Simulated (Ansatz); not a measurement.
MgS (rock salt) is sheared across one {110} plane: the third cell vector gains the shift, so faults repeat every 5.5 Å. The cut lies between planes 1.85 Å apart; the cell height is held.

```
MgS
1.0
    3.69795     0.00000     0.00000
    0.00000     5.22970     0.00000
    1.84898     2.61485     5.54693
S Mg
3 3
Direct
  0.00000   0.00000   0.83333
  0.33333   0.33333   0.16667
  0.66667   0.66667   0.50000
  0.00000   0.50000   0.83333
  0.33333   0.83333   0.16667
  0.66667   0.16667   0.50000
```

In-plane vectors a = (3.698, 0.000) Å, b = (0.000, 5.230) Å, area 19.34 Å². The shift is x·a + y·b, and the map repeats with period 1 in x and y. The shift is rigid: no atom relaxes. γ = [E(shift) − E(0)] / area.

Level of theory: PBE (plane waves to 420 eV, PAW, scalar-relativistic; Ansatz, a program for electronic structure). k mesh 8×8×8 (Γ-centred), Fermi-Dirac smearing 0.05 eV. E is the zero-smearing estimate. Points where atoms come too close for the PAW data are left out (x in tables, blank in figures). As the smearing reaches across the gap at some points, the k mesh leaves noise in γ, roughly 0.02 J/m² as judged from a few cases. Faults lie only 5.5 Å apart, and holding the cell height and the atoms raises γ above its relaxed value. MgS was relaxed with its symmetry unable to fall. The zero of γ is zero shift. The last digit holds for this mesh only.

γ (J/m²), with x across and y down:

| y \ x | 0.000 | 0.167 | 0.333 | 0.500 | 0.667 | 0.833 |
|---|---|---|---|---|---|---|
| 0.000 | 0.00 | 0.58 | 2.59 | 4.14 | 2.59 | 0.58 |
| 0.167 | 0.93 | 1.34 | 2.58 | 3.44 | 2.58 | 1.34 |
| 0.333 | 3.44 | 3.97 | 5.22 | x | 5.22 | 3.97 |
| 0.500 | 4.41 | 4.81 | x | x | x | 4.81 |
| 0.667 | 3.44 | 3.97 | 5.22 | x | 5.22 | 3.97 |
| 0.833 | 0.93 | 1.34 | 2.58 | 3.44 | 2.58 | 1.34 |

Q: Where does the grid have local minima besides zero shift?

A: No grid point is one.

Q: Stepping between nearest grid points (4 neighbours each), what is the highest γ met on the easiest way from zero shift to the shift a?

A: 3.44 J/m².

(The slope of γ gives the shear force per area between the displaced halves; near zero shift its curvature is an elastic stiffness.)
